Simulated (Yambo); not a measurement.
Yambo run on MgS (zinc blende, space group F-43m, No. 216). The wavefunctions are LDA (pw.x of Quantum ESPRESSO, ONCV potentials, scalar-relativistic) ones on a 4×4×4 mesh (8 occupied bands); a = b = c = 3.9571 Å, α = β = γ = 60.00°.

Yambo input:

```
rim_cut
gw0
dyson
el_el_corr
HF_and_locXC
ppa
em1d
RandQpts= 1000000
RandGvec= 1 Ry
EXXRLvcs= 84 Ry
VXCRLvcs= 336 Ry
Chimod= "HARTREE"
% BndsRnXp
 5 | 34 |
%
NGsBlkXp= 10 Ry
% LongDrXp
 1.0 | 1.0 | 1.0 |
%
PPAPntXp= 27.2114 eV
% GbndRnge
 1 | 34 |
%
GTermKind= "none"
DysSolver= "n"
ExtendOut
% QPkrange
 1 | 1 | 8 | 9 |
%
```

k points by index: 1 = Γ.

Table of the .qp output:

```
#    K-point    Band    Eo [eV]    E [eV]    E-Eo [eV]    Vxc [eV]    Vnlxc [eV]    Sc|Eo [eV]    Sc|E [eV]    dSc/dw|Eo [eV]    Re(Z)    Im(Z)
#
    1    8    0.000000    -0.847042    -0.847042    -12.94390    -16.26232    2.239885    2.471382    -7.435729    0.785383    -0.001602
    1    9    3.351707    4.327706    0.975999    -9.462857    -5.168015    -3.106155    -3.318843    -5.929023    0.821091    -0.001426
```
(The two width columns are left out.) Convergence of these settings isn't established.

Geometry relaxed with LDA.

This is not the ordinary phase of the substance; no match was found in the copy of COD used, and its stability was not checked.
